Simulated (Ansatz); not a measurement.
This is a relaxation of cell and atoms with the PAW code Ansatz on LaB2N3 on the sites of CaSm2S3 (No. 164); the level of theory is PBEsol. It starts from a guessed cell.

```yaml
crystal:
  lattice:
    - [3.31721998, 0.0, 0.0]
    - [-1.65860999, 2.87279678, 0.0]
    - [0.0, 0.0, 8.1197854]
  atoms:
    - { symbol: La, position: [0.0, 0.0, 0.0] }
    - { symbol: B, position: [0.33333333, 0.66666667, 0.65599429] }
    - { symbol: B, position: [0.66666667, 0.33333333, 0.34400571] }
    - { symbol: "N", position: [0.33333333, 0.66666667, 0.16590221] }
    - { symbol: "N", position: [0.66666667, 0.33333333, 0.83409779] }
    - { symbol: "N", position: [0.0, 0.0, 0.5] }
kpoints:
  mp_grid: { grid: [9, 9, 4] }
hamiltonian:
  xc: pbesol
scf:
  occupations: { method: fermi_dirac, width: 0.03 }
relax:
  f_tol: 0.01
  cell: {}
  max_steps: 120
output:
  write_density: true
  write_potential: true
  elf: true
  volumetric_format: npy
```

The trajectory has 15 recorded frames, each with fractional positions and then forces in eV/Å along x, y and z. The last, and any step after a large change of cell, is solved on a basis re-selected at its cell; pressure is positive in compression.

Step 1: energy 0.0 meV/atom from step 1, largest force component 3.632 eV/Å, pressure -16.32 GPa; a = 3.317 Å, b = 3.317 Å, c = 8.120 Å, α = 90.00°, β = 90.00°, γ = 120.00°
```
La 0.0000 0.0000 0.0000     0.000   0.000   0.000
B  0.3333 0.6667 0.6560     0.000   0.000   0.259
B  0.6667 0.3333 0.3440     0.000   0.000  -0.259
N  0.3333 0.6667 0.1659     0.000   0.000   3.632
N  0.6667 0.3333 0.8341     0.000   0.000  -3.632
N  0.0000 0.0000 0.5000     0.000   0.000   0.000
```

Step 2: energy -335.5 meV/atom from step 1, largest force component 2.898 eV/Å, pressure -20.13 GPa; a = 3.275 Å, b = 3.275 Å, c = 7.719 Å, α = 90.00°, β = 90.00°, γ = 120.00°
```
La 0.0000 0.0000 0.0000     0.000   0.000   0.000
B  0.3333 0.6667 0.6560     0.000   0.000   0.344
B  0.6667 0.3333 0.3440     0.000   0.000  -0.344
N  0.3333 0.6667 0.1879     0.000   0.000   2.898
N  0.6667 0.3333 0.8121     0.000   0.000  -2.898
N  0.0000 0.0000 0.5000     0.000   0.000   0.000
```

Step 3: energy -651.4 meV/atom from step 1, largest force component 2.044 eV/Å, pressure -18.68 GPa; a = 3.157 Å, b = 3.157 Å, c = 7.400 Å, α = 90.00°, β = 90.00°, γ = 120.00°
```
La 0.0000 0.0000 0.0000     0.000   0.000   0.000
B  0.3333 0.6667 0.6578     0.000   0.000  -0.209
B  0.6667 0.3333 0.3422     0.000   0.000   0.209
N  0.3333 0.6667 0.2119     0.000   0.000   2.044
N  0.6667 0.3333 0.7881     0.000   0.000  -2.044
N  0.0000 0.0000 0.5000     0.000   0.000   0.000
```

Step 4: energy -915.8 meV/atom from step 1, largest force component 2.034 eV/Å, pressure -12.97 GPa; a = 2.995 Å, b = 2.995 Å, c = 7.272 Å, α = 90.00°, β = 90.00°, γ = 120.00°
```
La 0.0000 0.0000 0.0000     0.000   0.000   0.000
B  0.3333 0.6667 0.6542     0.000   0.000   0.231
B  0.6667 0.3333 0.3458     0.000   0.000  -0.231
N  0.3333 0.6667 0.2333     0.000   0.000   2.034
N  0.6667 0.3333 0.7667     0.000   0.000  -2.034
N  0.0000 0.0000 0.5000     0.000   0.000   0.000
```

Step 5: energy -1117.1 meV/atom from step 1, largest force component 0.690 eV/Å, pressure -1.75 GPa; a = 2.833 Å, b = 2.833 Å, c = 7.374 Å, α = 90.00°, β = 90.00°, γ = 120.00°
```
La 0.0000 0.0000 0.0000     0.000   0.000   0.000
B  0.3333 0.6667 0.6535     0.000   0.000   0.228
B  0.6667 0.3333 0.3465     0.000   0.000  -0.228
N  0.3333 0.6667 0.2536     0.000   0.000   0.690
N  0.6667 0.3333 0.7464     0.000   0.000  -0.690
N  0.0000 0.0000 0.5000     0.000   0.000   0.000
```

Question: Estimate where the relaxation ends.

Answer:
Step 6: energy -1126.8 meV/atom from step 1, largest force component 1.301 eV/Å, pressure +23.05 GPa; a = 2.672 Å, b = 2.672 Å, c = 7.713 Å, α = 90.00°, β = 90.00°, γ = 120.00°
```
La 0.0000 0.0000 0.0000     0.000   0.000   0.000
B  0.3333 0.6667 0.6544     0.000   0.000   0.388
B  0.6667 0.3333 0.3456     0.000   0.000  -0.388
N  0.3333 0.6667 0.2704     0.000   0.000  -1.301
N  0.6667 0.3333 0.7296     0.000   0.000   1.301
N  0.0000 0.0000 0.5000     0.000   0.000   0.000
```

Step 7: energy -1168.2 meV/atom from step 1, largest force component 1.181 eV/Å, pressure +3.09 GPa; a = 2.726 Å, b = 2.726 Å, c = 7.845 Å, α = 90.00°, β = 90.00°, γ = 120.00°
```
La 0.0000 0.0000 0.0000     0.000   0.000   0.000
B  0.3333 0.6667 0.6557     0.000   0.000   1.181
B  0.6667 0.3333 0.3443     0.000   0.000  -1.181
N  0.3333 0.6667 0.2555     0.000   0.000   0.995
N  0.6667 0.3333 0.7445     0.000   0.000  -0.995
N  0.0000 0.0000 0.5000     0.000   0.000   0.000
```

Step 8: energy -1190.1 meV/atom from step 1, largest force component 0.379 eV/Å, pressure +1.16 GPa; a = 2.742 Å, b = 2.742 Å, c = 7.857 Å, α = 90.00°, β = 90.00°, γ = 120.00°
```
La 0.0000 0.0000 0.0000     0.000   0.000   0.000
B  0.3333 0.6667 0.6630     0.000   0.000   0.379
B  0.6667 0.3333 0.3370     0.000   0.000  -0.379
N  0.3333 0.6667 0.2594     0.000   0.000   0.105
N  0.6667 0.3333 0.7406     0.000   0.000  -0.105
N  0.0000 0.0000 0.5000     0.000   0.000   0.000
```

Step 9: energy -1195.6 meV/atom from step 1, largest force component 0.197 eV/Å, pressure +1.25 GPa; a = 2.729 Å, b = 2.729 Å, c = 7.990 Å, α = 90.00°, β = 90.00°, γ = 120.00°
```
La 0.0000 0.0000 0.0000     0.000   0.000   0.000
B  0.3333 0.6667 0.6683     0.000   0.000   0.197
B  0.6667 0.3333 0.3317     0.000   0.000  -0.197
N  0.3333 0.6667 0.2588     0.000   0.000   0.078
N  0.6667 0.3333 0.7412     0.000   0.000  -0.078
N  0.0000 0.0000 0.5000     0.000   0.000   0.000
```

Step 10: energy -1196.1 meV/atom from step 1, largest force component 0.132 eV/Å, pressure -0.89 GPa; a = 2.735 Å, b = 2.735 Å, c = 8.063 Å, α = 90.00°, β = 90.00°, γ = 120.00°
```
La 0.0000 0.0000 0.0000     0.000   0.000   0.000
B  0.3333 0.6667 0.6728     0.000   0.000  -0.070
B  0.6667 0.3333 0.3272     0.000   0.000   0.070
N  0.3333 0.6667 0.2589     0.000   0.000  -0.132
N  0.6667 0.3333 0.7411     0.000   0.000   0.132
N  0.0000 0.0000 0.5000     0.000   0.000   0.000
```

Step 11: energy -1196.6 meV/atom from step 1, largest force component 0.023 eV/Å, pressure -0.11 GPa; a = 2.730 Å, b = 2.730 Å, c = 8.065 Å, α = 90.00°, β = 90.00°, γ = 120.00°
```
La 0.0000 0.0000 0.0000     0.000   0.000   0.000
B  0.3333 0.6667 0.6726     0.000   0.000   0.022
B  0.6667 0.3333 0.3274     0.000   0.000  -0.022
N  0.3333 0.6667 0.2579     0.000   0.000   0.023
N  0.6667 0.3333 0.7421     0.000   0.000  -0.023
N  0.0000 0.0000 0.5000     0.000   0.000   0.000
```

Step 12: energy -1196.6 meV/atom from step 1, largest force component 0.008 eV/Å, pressure -0.01 GPa; a = 2.730 Å, b = 2.730 Å, c = 8.067 Å, α = 90.00°, β = 90.00°, γ = 120.00°
```
La 0.0000 0.0000 0.0000     0.000   0.000   0.000
B  0.3333 0.6667 0.6728     0.000   0.000  -0.001
B  0.6667 0.3333 0.3272     0.000   0.000   0.001
N  0.3333 0.6667 0.2580     0.000   0.000  -0.008
N  0.6667 0.3333 0.7420     0.000   0.000   0.008
N  0.0000 0.0000 0.5000     0.000   0.000   0.000
```

Step 13: energy -1193.7 meV/atom from step 1, largest force component 0.011 eV/Å, pressure -0.52 GPa; a = 2.730 Å, b = 2.730 Å, c = 8.067 Å, α = 90.00°, β = 90.00°, γ = 120.00°
```
La 0.0000 0.0000 0.0000     0.000   0.000   0.000
B  0.3333 0.6667 0.6728     0.000   0.000  -0.004
B  0.6667 0.3333 0.3272     0.000   0.000   0.004
N  0.3333 0.6667 0.2580     0.000   0.000  -0.011
N  0.6667 0.3333 0.7420     0.000   0.000   0.011
N  0.0000 0.0000 0.5000     0.000   0.000   0.000
```

Step 14: energy -1193.8 meV/atom from step 1, largest force component 0.002 eV/Å, pressure 0.00 GPa; a = 2.728 Å, b = 2.728 Å, c = 8.056 Å, α = 90.00°, β = 90.00°, γ = 120.00°
```
La 0.0000 0.0000 0.0000     0.000   0.000   0.000
B  0.3333 0.6667 0.6725     0.000   0.000   0.002
B  0.6667 0.3333 0.3275     0.000   0.000  -0.002
N  0.3333 0.6667 0.2580     0.000   0.000  -0.001
N  0.6667 0.3333 0.7420     0.000   0.000   0.001
N  0.0000 0.0000 0.5000     0.000   0.000   0.000
```

Step 15: energy -1193.7 meV/atom from step 1, largest force component 0.002 eV/Å, pressure -0.01 GPa; a = 2.728 Å, b = 2.728 Å, c = 8.056 Å, α = 90.00°, β = 90.00°, γ = 120.00°
```
La 0.0000 0.0000 0.0000     0.000   0.000   0.000
B  0.3333 0.6667 0.6725     0.000   0.000   0.002
B  0.6667 0.3333 0.3275     0.000   0.000  -0.002
N  0.3333 0.6667 0.2580     0.000   0.000  -0.001
N  0.6667 0.3333 0.7420     0.000   0.000   0.001
N  0.0000 0.0000 0.5000     0.000   0.000   0.000
```

The walk took 13 steps, besides SCFs solved again on a fresh basis, and changed the volume by -32.9 %. The last SCF, on a fresh basis, lies 1194 meV an atom below the first. At the end: space group P-3m1 (No. 164), trigonal; a = 2.728 Å, c = 8.056 Å in the conventional setting, 8.65 Å³ an atom. Around La lie 6 N at 2.61 Å and 6 La at 2.73 Å; around B lie 6 N at 1.67–2.10 Å; around N lie 3 B at 1.67 Å and 3 La at 2.61 Å; around N lie 6 B at 2.10 Å.

Run as `ansatz run input.yaml --threads 2 --pin off --max-ram 2211MiB --backend cpu --events-out ev --progress --plain --runs-dir out`.

Question: It ran on 2 threads of Arm Neoverse V1, on a shared host. About how long did it take, and how much host memory at the peak?

Answer: About 36 s, with a peak of 0.41 GiB.

Computed, not measured; no magnetism was allowed, and whether the structure is a known phase isn't checked.
